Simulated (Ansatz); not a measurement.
Given:

Ta$_{5}$Ge$_{3}$:
```cif
data_Ge12Ta20
_chemical_formula_sum 'Ta20 Ge12'
_space_group_name_H-M_alt 'I4/mcm'
_space_group_IT_number 140
_space_group_name_Hall '-I 4 2c'
_cell_length_a 10.10615
_cell_length_b 10.10615
_cell_length_c 5.15951
_cell_angle_alpha 90.000
_cell_angle_beta 90.000
_cell_angle_gamma 90.000
loop_
_atom_site_label
_atom_site_type_symbol
_atom_site_symmetry_multiplicity
_atom_site_Wyckoff_symbol
_atom_site_fract_x
_atom_site_fract_y
_atom_site_fract_z
_atom_site_occupancy
Ta1 Ta 16 k 0.07463 0.22314 0.00000 1
Ta2 Ta 4 b 0.00000 0.50000 0.25000 1
Ge1 Ge 8 h 0.33336 0.16664 0.00000 1
Ge2 Ge 4 a 0.00000 0.00000 0.25000 1
```
(The calculation used a cell of 16 atoms; values per cell refer to that cell.)

This is the r²SCAN-relaxed structure.

All from the program Ansatz at the r²SCAN level (PAW), unless another level is named. Estimate the electronic character.

metallic (no gap).

Next, the formation energy from the elements (no fitted shifts)?

-0.40 eV/atom.

Predict the density of states at the Fermi level.

0.38 states/eV per atom (mean over ±0.08 eV).

The workflow started from a Materials Project entry (that database holds measured and hypothetical structures alike); the Crystallography Open Database copy checked does not list it. Its standing as an ambient phase is unchecked. Symmetry was held in the r²SCAN relaxation; its stability against distortions is not shown here. The run is not spin-polarised. The references are the lowest solids computed at this level, not always the standard phases. Scalar-relativistic: spin–orbit coupling is off unless named, which matters more the heavier the elements.

Potentials: the later of the program's two PAW sets.
